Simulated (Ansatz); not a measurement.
BeSe:
```
BeSe
1.0
    6.38083     0.00000     0.00000
    0.00000     6.38083     0.00000
    0.00000     0.00000     6.38083
Be Se
6 6
Direct
  0.25000   0.00000   0.50000
  0.50000   0.25000   0.00000
  0.50000   0.75000   0.00000
  0.75000   0.00000   0.50000
  0.00000   0.50000   0.75000
  0.00000   0.50000   0.25000
  0.25000   0.50000   0.00000
  0.00000   0.25000   0.50000
  0.00000   0.75000   0.50000
  0.75000   0.50000   0.00000
  0.50000   0.00000   0.75000
  0.50000   0.00000   0.25000
```

Relaxed with PBE. Special points in fractions of this cell's reciprocal vectors: Γ (0.000, 0.000, 0.000); X (0.000, 0.500, 0.000); M (0.500, 0.500, 0.000); R (0.500, 0.500, 0.500).

Question: List the band energies nearest the valence-band maximum at these points for the program Ansatz at the PBE level (PAW).

Answer: In eV from the valence-band maximum; about four levels below and three above (degenerate sets whole), none deeper than 8.9 eV; points with the same levels are listed once.

```
k                             below                          above
-  --------------------------------  -----------------------------
Γ  -1.79 -1.79 -1.79 0.00 0.00 0.00                 3.07 3.07 3.07
X           -1.18 -1.18 -0.22 -0.22            2.75 2.75 4.52 4.52
M           -1.36 -1.36 -1.13 -0.26                 3.64 3.64 3.85
R           -1.81 -1.81 -1.81 -1.81  4.52 4.52 4.52 4.52 4.52 4.52
```

Space group Pm-3n. The start of the workflow was typed in or built on a structure type; neither database checked (COD, Materials Project) lists it. COD files the formula under space group No. 216. Whether it is the stable phase at ambient conditions was not checked. The PBE relaxation kept the symmetry of its start; whether a distortion lowers the energy is not shown. The volume moved by 20 % from the start of the relaxation. Scalar-relativistic: spin–orbit coupling is off unless named, which matters more the heavier the elements.

Potentials: the earlier of the program's two PAW sets.
